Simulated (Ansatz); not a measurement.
Simulated powder pattern, Fe Kα, λ = 1.93735 Å (kinematic, ideal powder, no thermal factors, no anomalous dispersion; the 30 strongest lines at most, above 1 %, up to 2θ = 90°):

```
2θ (°)  d (Å)  I/Imax (%)
------  -----  ----------
34.24   3.290         100
39.82   2.844          71
41.47   2.736          50
45.18   2.522          12
47.23   2.418          88
51.65   2.224         1.3
53.00   2.171          55
61.78   1.887         7.3
63.89   1.831          25
65.81   1.783          36
72.99   1.629          23
76.33   1.568          23
77.99   1.539          10
79.76   1.511          40
80.85   1.494          17
85.86   1.422         7.5
86.53   1.413          14
```

The pattern belongs to a structure relaxed with plane-wave PAW PBEsol (Ansatz code).

Question: Pick the material that matches.
A. ScSiO, P4/nmm (Sc on 2c, Si on 2a, O on 2c)
B. SrTiO3, cubic perovskite
C. LaGeO, P4/nmm (La on 2c, Ge on 2a, O on 2c)
D. LaN, Pnma (La on 4c, N on 4c)

Answer: C, LaGeO, P4/nmm (La on 2c, Ge on 2a, O on 2c)

Question: Give the lattice parameters.

Answer: a = 3.566 Å, c = 8.533 Å.

The start of the workflow was typed in or built on a structure type; neither database checked (COD, Materials Project) lists it. Whether it is the stable phase at ambient conditions was not checked. The cell was relaxed with PBEsol under the symmetry of its start; phonons show weakly imaginary modes. Scalar-relativistic: spin–orbit coupling is off unless named, which matters more the heavier the elements.

Potentials: the earlier of the program's two PAW sets. The files were generated under PBE; for other functionals the program regenerates the frozen cores, and for LDA and PBEsol the local potential too.
